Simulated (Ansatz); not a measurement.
**Calculated with Ansatz: Ba₂ZnP₂, relaxation**

Run with:

```bash
ansatz run input.yaml --threads 2 --pin off --max-ram 3584MiB --backend cpu --events-out ev --progress --plain --runs-dir out
```

input.yaml:

```yaml
crystal:
  lattice:
    - [0.0, 0.0, 6.330351]
    - [6.698176, 0.0, 0.0]
    - [3.349088, 6.497905, -3.165176]
  atoms:
    - { symbol: Ba, position: [0.3597, 0.83148, 0.7194] }
    - { symbol: Ba, position: [0.6403, 0.16852, 0.2806] }
    - { symbol: Ba, position: [0.1403, 0.55088, 0.2806] }
    - { symbol: Ba, position: [0.8597, 0.44912, 0.7194] }
    - { symbol: Zn, position: [0.25, 0.0, 0.0] }
    - { symbol: Zn, position: [0.75, 0.0, 0.0] }
    - { symbol: P, position: [0.10649, 0.09359, 0.21298] }
    - { symbol: P, position: [0.89351, 0.90641, 0.78702] }
    - { symbol: P, position: [0.39351, 0.30657, 0.78702] }
    - { symbol: P, position: [0.60649, 0.69343, 0.21298] }
  symmetry: { tolerance: 0.0003 }
kpoints:
  mp_grid: { grid: [4, 4, 4], shift: [0, 0, 0] }
magnetization:
  spin_polarized: false
scf:
  occupations: { method: fermi_dirac, width: 0.05 }
  lower_state_search: "off"
hamiltonian:
  pseudopotentials: { kind: paw }
  xc: r2scan
basis:
  ecutwfc: 500
  fft_grid_basis: typed
relax:
  max_steps: 60
  cell: { p_target: 0.0 }
  f_tol: 0.03
output:
  forces: true
  stress: true
  eigenvalues: true
  bader: true
  populations: true
  elf: true
  write_potential: true
  volumetric_format: npy
  dos:
    e_range: [-12, 8]
    de: 0.05
    projected: { site_lists: { Ba: [Ba], P: [P], Zn: [Zn] } }
checkpoint:
  read: saved_state
```

Origin of the cell: a database entry, scaled a little.

The saved state is a converged single point of the same cell.

Steps («new basis» is an SCF on plane waves selected anew at the same cell):

```json
{"step": "1", "ΔF (meV/atom)": "0.0", "max force component (eV/Å)": "0.108", "P (GPa)": "1.90", "volume (Å³)": "275.52", "SCF iterations": "6", "step was": "accepted"}
{"step": "2", "ΔF (meV/atom)": "-4.8", "max force component (eV/Å)": "0.126", "P (GPa)": "-0.75", "volume (Å³)": "292.44", "SCF iterations": "7", "step was": "accepted"}
{"step": "3", "ΔF (meV/atom)": "-7.1", "max force component (eV/Å)": "0.021", "P (GPa)": "-0.06", "volume (Å³)": "287.34", "SCF iterations": "6", "step was": "accepted"}
{"step": "4", "ΔF (meV/atom)": "-7.2", "max force component (eV/Å)": "0.011", "P (GPa)": "0.02", "volume (Å³)": "286.77", "SCF iterations": "6", "step was": "accepted"}
{"step": "5", "ΔF (meV/atom)": "-7.3", "max force component (eV/Å)": "0.011", "P (GPa)": "0.02", "volume (Å³)": "286.77", "SCF iterations": "6", "step was": "new basis"}
```

Step 1, with forces in eV/Å:

```xyz
10
Lattice="0.000 0.000 6.330 6.698 0.000 0.000 3.349 6.498 -3.165" Properties=species:S:1:pos:R:3:forces:R:3 pbc="T T T" step=1
Ba    7.979    4.675    0.000   -0.021   -0.005    0.000
Ba    2.069    1.823    3.165    0.021    0.005    0.000
Ba    4.630    1.823    0.000   -0.021    0.005    0.000
Ba    5.418    4.675    3.165    0.021   -0.005    0.000
Zn    0.000    0.000    1.583    0.000    0.000    0.000
Zn    0.000    0.000    4.748    0.000    0.000    0.000
P     1.340    1.384    0.000   -0.096   -0.108    0.000
P     8.707    5.114    3.165    0.096    0.108    0.000
P     4.689    5.114    0.000   -0.096    0.108    0.000
P     5.358    1.384    3.165    0.096   -0.108    0.000
```

Step 2, with forces in eV/Å:

```xyz
10
Lattice="0.000 0.000 6.431 6.832 0.000 0.000 3.416 6.656 -3.215" Properties=species:S:1:pos:R:3:forces:R:3 pbc="T T T" step=2
Ba    8.147    4.804    0.000    0.057    0.007    0.000
Ba    2.100    1.852    3.215   -0.057   -0.007    0.000
Ba    4.731    1.852    0.000    0.057   -0.007    0.000
Ba    5.516    4.804    3.215   -0.057    0.007    0.000
Zn    0.000    0.000    1.608    0.000    0.000    0.000
Zn    0.000    0.000    4.823    0.000    0.000    0.000
P     1.330    1.375    0.000    0.110    0.126    0.000
P     8.918    5.281    3.215   -0.110   -0.126    0.000
P     4.746    5.281    0.000    0.110   -0.126    0.000
P     5.502    1.375    3.215   -0.110    0.126    0.000
```

Step 3, with forces in eV/Å:

```xyz
10
Lattice="0.000 0.000 6.402 6.791 0.000 0.000 3.396 6.609 -3.201" Properties=species:S:1:pos:R:3:forces:R:3 pbc="T T T" step=3
Ba    8.106    4.764    0.000   -0.002   -0.003    0.000
Ba    2.080    1.845    3.201    0.002    0.003    0.000
Ba    4.711    1.845    0.000   -0.002    0.003    0.000
Ba    5.476    4.764    3.201    0.002   -0.003    0.000
Zn    0.000    0.000    1.600    0.000    0.000    0.000
Zn    0.000    0.000    4.801    0.000    0.000    0.000
P     1.341    1.382    0.000    0.001    0.021    0.000
P     8.846    5.227    3.201   -0.001   -0.021    0.000
P     4.736    5.227    0.000    0.001   -0.021    0.000
P     5.450    1.382    3.201   -0.001    0.021    0.000
```

Step 5, with forces in eV/Å:

```xyz
10
Lattice="0.000 0.000 6.399 6.787 0.000 0.000 3.393 6.603 -3.200" Properties=species:S:1:pos:R:3:forces:R:3 pbc="T T T" step=5
Ba    8.099    4.761    0.000    0.002   -0.011    0.000
Ba    2.082    1.842    3.200   -0.002    0.011    0.000
Ba    4.705    1.842    0.000    0.002    0.011    0.000
Ba    5.475    4.761    3.200   -0.002   -0.011    0.000
Zn    0.000    0.000    1.600    0.000    0.000    0.000
Zn    0.000    0.000    4.799    0.000    0.000    0.000
P     1.338    1.386    0.000    0.001   -0.002    0.000
P     8.842    5.217    3.200   -0.001    0.002    0.000
P     4.732    5.217    0.000    0.001    0.002    0.000
P     5.449    1.386    3.200   -0.001   -0.002    0.000
```

| Item | Value |
| --- | --- |
| Free energy lowered by | 7.3 meV/atom |
| Volume change | 4.08 % |
| Final pressure | 0.02 GPa |
| Relaxation steps listed | 5 |
| Formation energy (elements under the same functional, gases as molecules, uncorrected) | -1.106 eV/atom |
| Gap on the mesh | 0.93 eV |

Caveats: the relaxation held the start's symmetry, so the end may be a saddle point.

Time: 2.7 min on 2 threads of Arm Neoverse V2, with other jobs on the host, peak memory 1.4 GiB, from a saved density.
